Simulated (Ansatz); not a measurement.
Y₂InNi₂:
```cif
data_InNi2Y2
_chemical_formula_sum 'Y2 In1 Ni2'
_space_group_name_H-M_alt 'P 1'
_space_group_IT_number 1
_cell_length_a 7.37437
_cell_length_b 7.37437
_cell_length_c 3.69176
_cell_angle_alpha 90.000
_cell_angle_beta 90.000
_cell_angle_gamma 149.569
loop_
_space_group_symop_operation_xyz
  'x, y, z'
loop_
_atom_site_label
_atom_site_type_symbol
_atom_site_fract_x
_atom_site_fract_y
_atom_site_fract_z
_atom_site_occupancy
Y1 Y 0.36248 0.63752 0.50000 1
Y2 Y 0.63752 0.36248 0.50000 1
In1 In 0.00000 0.00000 0.00000 1
Ni1 Ni 0.79962 0.20038 0.00000 1
Ni2 Ni 0.20038 0.79962 0.00000 1
```

Relaxed with r²SCAN.

Question: Which orbitals make up the states near the Fermi level in r²SCAN in the plane-wave PAW code Ansatz?

Answer: Within 0.5 eV of the Fermi level: Y 4d 37 %, Ni 3d 33 %, In 5p 15 %. Projections are on Löwdin-orthogonalised atomic valence shells; empty p or d shells of many metals are not among them.

Question: Tabulate the density of states.

Answer: States/eV per cell of 5 atoms, in 0.25 eV bins, energy from the Fermi level.

```tsv
E (eV)	total	Ni 3d	Y 4d	In 5p
-7.85	0.15	0.00	0.00	0.00
-7.60	0.37	0.00	0.00	0.01
-7.35	0.55	0.00	0.01	0.03
-7.10	0.58	0.00	0.02	0.05
-6.85	0.62	0.01	0.04	0.06
-6.60	0.67	0.01	0.05	0.07
-6.35	0.75	0.01	0.08	0.08
-6.10	1.01	0.02	0.13	0.10
-5.85	1.28	0.03	0.20	0.12
-5.60	1.30	0.04	0.23	0.12
-5.35	1.10	0.03	0.23	0.10
-5.10	1.11	0.04	0.28	0.08
-4.85	0.68	0.03	0.09	0.07
-4.60	1.05	0.07	0.19	0.09
-4.35	1.59	0.15	0.43	0.10
-4.10	1.46	0.15	0.45	0.13
-3.85	1.23	0.17	0.42	0.13
-3.60	1.20	0.19	0.39	0.19
-3.35	1.66	0.43	0.41	0.31
-3.10	4.31	2.16	0.90	0.54
-2.85	7.89	5.25	1.39	0.49
-2.60	12.48	9.65	1.57	0.30
-2.35	10.23	8.55	0.88	0.43
-2.10	8.41	6.59	0.80	0.54
-1.85	8.84	6.18	1.07	1.05
-1.60	9.54	7.21	1.16	0.68
-1.35	10.96	8.99	0.96	0.49
-1.10	9.28	7.62	0.66	0.62
-0.85	4.42	2.69	0.70	0.65
-0.60	5.06	2.93	1.04	0.61
-0.35	3.64	1.61	1.07	0.49
-0.10	2.76	0.91	0.96	0.45
0.15	2.75	0.78	1.06	0.46
0.40	3.48	0.73	1.74	0.49
0.65	3.51	0.57	2.02	0.39
0.90	3.18	0.47	1.88	0.33
1.15	3.35	0.46	2.07	0.30
1.40	3.24	0.50	2.06	0.24
1.65	3.77	0.63	2.51	0.26
1.90	2.82	0.42	1.92	0.24
2.15	3.99	0.32	2.68	0.28
2.40	3.85	0.35	2.67	0.29
2.65	3.06	0.29	2.20	0.21
2.90	4.34	0.31	3.16	0.24
3.15	4.97	0.39	3.46	0.25
3.40	3.40	0.24	2.29	0.17
3.65	2.34	0.13	1.60	0.16
3.90	2.89	0.12	2.03	0.27
4.15	2.64	0.09	1.94	0.21
4.40	2.59	0.09	2.03	0.15
4.65	3.30	0.10	2.50	0.21
4.90	2.97	0.07	2.08	0.27
```

Space group Cmmm. The workflow started from a Materials Project entry (that database holds measured and hypothetical structures alike); the Crystallography Open Database copy checked does not list it. Whether it is the stable phase at ambient conditions was not checked. Symmetry was held in the r²SCAN relaxation; its stability against distortions is not shown here. No spin polarisation was allowed. Spin–orbit coupling is left out wherever it is not named.

Potentials: the earlier of the program's two PAW sets.
